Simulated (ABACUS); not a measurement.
A self-consistent single point of Ge (R-3, 8 atoms in the cell; from Materials Project mp-128, changed as shown) with ABACUS.

Method: ABACUS with PBEsol, numerical atomic orbitals DZP (confined pseudo-atomic orbitals with Gaussian additions; energy shift 0.003 Ry), PseudoDojo 0.4 standard norm-conserving PBEsol (tails mended) pseudopotentials.

The change in words: volume scaled by 0.94. Reference geometry (R-3):
```
CELL_PARAMETERS angstrom
      4.94373     2.85426     1.96140
     -4.94373     2.85426     1.96140
      0.00000    -5.70853     1.96140
ATOMIC_POSITIONS crystal
  Ge 0.71448 0.71448 0.71448
  Ge 0.28552 0.28552 0.28552
  Ge 0.02693 0.72176 0.53005
  Ge 0.97307 0.27824 0.46995
  Ge 0.53005 0.02693 0.72176
  Ge 0.46995 0.97307 0.27824
  Ge 0.72176 0.53005 0.02693
  Ge 0.27824 0.46995 0.97307
```

Reference input (self-consistent single point, DFT, PBEsol, numerical atomic orbitals DZP (confined pseudo-atomic orbitals with Gaussian additions; energy shift 0.003 Ry), PseudoDojo 0.4 standard norm-conserving PBEsol (tails mended) pseudopotentials): basis = DZP numerical atomic orbitals, energy shift 0.003 Ry; KPT = MP 3 3 3 0 0 0; basis_type = lcao; dft_functional = PBESOL; ecutwfc = 100 Ry; smearing_method = fd; smearing_sigma = 0.00734986 Ry; potentials = PseudoDojo 0.4 standard norm-conserving PBEsol (tails mended); symmetry = 1; symmetry_prec = 1e-05; ks_solver = scalapack_gvx; scf_nmax = 100. This run's input differs from it in these lines:

```diff
@@ -32,5 +32,5 @@
 LATTICE_VECTORS
-   4.9437300000    2.8542630000    1.9613960000
-  -4.9437300000    2.8542630000    1.9613960000
-   0.0000000000   -5.7085280000    1.9613960000
+   4.8428090000    2.7959960000    1.9213560000
+  -4.8428090000    2.7959960000    1.9213560000
+   0.0000000000   -5.5919940000    1.9213560000
 
@@ -42,10 +42,10 @@
 8
-   0.0000000000   -0.0000014290    4.2041346422
-   0.0000000000   -0.0000005710    1.6800533578
-  -3.4350519159   -0.8888471009    2.5081155210
-   3.4350519159    0.8888451009    3.3760724790
-   2.4872894376   -2.5304197635    2.5081155210
-  -2.4872894376    2.5304177635    3.3760724790
-   0.9477624783    3.4192643070    2.5081155210
-  -0.9477624783   -3.4192663070    3.3760724790
+  -0.0000000000   -0.0000014290    4.1183113046
+   0.0000000000   -0.0000005710    1.6457566954
+  -3.3649289775   -0.8707021745    2.4569147714
+   3.3649289775    0.8707001745    3.3071532286
+   2.4365140641   -2.4787637374    2.4569147714
+  -2.4365140641    2.4787617374    3.3071532286
+   0.9284149134    3.3494633543    2.4569147714
+  -0.9284149134   -3.3494653543    3.3071532286
 # file: KPT
```

Output (repeated stretches shortened):

```
 SELF-CONSISTENT
 -------------------------------------------

                  longest orb rcut (Bohr) = 8.2
   longest nonlocal projector rcut (Bohr) = 1.94
                     search radius (Bohr) = 20.3

                          real space grid = [ 72, 72, 72 ]

                                 init_chg = atomic

 LCAO ALGORITHM --------------- ION=   1  ELEC=   1--------------------------------

 Density error is 0.0313509857037
 E_KohnSham     -1427.0680026287     -19416.2562692288
 E_Fermi        0.8332164216         11.3364910003

 LCAO ALGORITHM --------------- ION=   1  ELEC=   2--------------------------------

   [... lines left out ...]

   [... 4 blocks of this kind left out ...]

 LCAO ALGORITHM --------------- ION=   1  ELEC=   7--------------------------------

 Density error is 1.69259442667e-06
 E_KohnSham     -1427.0722108389     -19416.3135248664
 E_Fermi        0.8377630052         11.3983504443

 LCAO ALGORITHM --------------- ION=   1  ELEC=   8--------------------------------

 Density error is 2.82931031104e-07
 E_KohnSham     -1427.0722108389     -19416.3135248665
 E_KS(sigma->0) -1427.0715471773     -19416.3044952864
 E_entropy(-TS) -0.0013273233        -0.0180591601
 E_Fermi        0.8377631792         11.3983528112
 charge density convergence is achieved
 final etot is -19416.313525 eV
 EFERMI = 11.398352811 eV

 STATE ENERGY(eV) AND OCCUPATIONS    NSPIN == 1
   [... 65 lines left out ...]

 TOTAL-FORCE (eV/Angstrom)
                       Ge1         0.0000000000         0.0000000000         0.4671288251
                       Ge2         0.0000000000         0.0000000000        -0.4671288251
                       Ge3        -0.3537828392         0.1669061533         0.3112303162
                       Ge4         0.3537828392        -0.1669061533        -0.3112303162
                       Ge5         0.0323463359        -0.3898381196         0.3112303162
                       Ge6        -0.0323463359         0.3898381196        -0.3112303162
                       Ge7         0.3214365033         0.2229316423         0.3112303162
   [... lines left out ...]

 TOTAL-STRESS (KBAR)
        63.3038496823         0.0000000000         0.0000000000
        -0.0000000000        63.3038683890         0.0000219650
        -0.0000000000         0.0000219650        54.7018854967
 TOTAL-PRESSURE: 60.436535 KBAR

 --------------------------------------------
 !FINAL_ETOT_IS -19416.3135248665166728 eV
 --------------------------------------------
```

The run converged in 8 iterations. Against the reference run the free energy goes up by 25.2 meV/atom, the pressure goes from 0.75 to 6.04 GPa and the largest force goes from 0.273 to 0.500 eV/Å.

The atom-centred basis is finite, which shifts total energies, pressures and forces against plane waves. The structure comes from a collection of computed structures, made at another level of theory; the collection holds predicted forms beside known ones. Its lattice was then scaled.

Cost on one core: roughly 100 core-seconds.

The atomic orbitals were generated for these runs; they are not ABACUS's published sets and were checked against plane waves on a few crystals only.

“Tails mended”: in these copies of the files the far tail of each local potential was reset to the Coulomb form.
